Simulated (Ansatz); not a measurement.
Nb2N:
```xyz
9
Lattice="5.2659 0.0000 0.0000 -2.6330 4.5604 0.0000 0.0000 0.0000 4.9455" Properties=species:S:1:pos:R:3 pbc="T T T"
Nb    -0.8783     1.5212     3.7147
Nb    -1.7547     3.0392     1.2308
Nb     1.7547     3.0392     3.7147
Nb     0.8783     1.5212     1.2308
Nb     1.7566     0.0000     3.7147
Nb     3.5093     0.0000     1.2308
N      2.6330     1.5201     2.4727
N      0.0000     3.0403     2.4727
N      0.0000     0.0000     0.0000
```

Relaxed with PBEsol. Special points in fractions of this cell's reciprocal vectors: Γ (0.000, 0.000, 0.000); M (0.500, 0.000, 0.000); K (0.333, 0.333, 0.000); A (0.000, 0.000, 0.500); L (0.500, 0.000, 0.500); H (0.333, 0.333, 0.500); H2 (0.333, 0.333, -0.500).

### Question
List the band energies nearest the Fermi level at these points for PBEsol with spin–orbit coupling (plane waves, PAW; program Ansatz).

### Answer
In eV from the Fermi level; about four levels below and three above (degenerate sets whole), none deeper than 8.9 eV; points with the same levels are listed once.

| k | below | above |
|---|---|---|
| Γ | -0.29 -0.29 -0.16 -0.16 | 0.49 0.49 0.57 0.57 |
| M | -1.74 -1.74 -1.05 -1.05 | 0.36 0.36 0.49 0.49 |
| K | -1.59 -1.59 -1.28 -1.28 | 0.62 0.62 0.63 0.63 |
| A | -1.16 -1.16 -0.92 -0.92 | 0.54 0.54 0.54 0.54 |
| L | -1.09 -1.09 -0.68 -0.68 | 0.15 0.15 0.26 0.26 |
| H | -0.25 -0.25 -0.20 -0.20 | 0.71 0.71 0.85 0.85 |

Space group P-31m. The workflow started from a Materials Project entry (that database holds measured and hypothetical structures alike); the Crystallography Open Database copy checked does not list it. Whether it is the stable phase at ambient conditions was not checked. The PBEsol relaxation kept the symmetry of its start; its stability against distortions is not shown here. No spin polarisation was allowed. With an odd number of electrons in the cell and no spin polarisation, the count alone makes it a metal.

Potentials: the later of the program's two PAW sets.
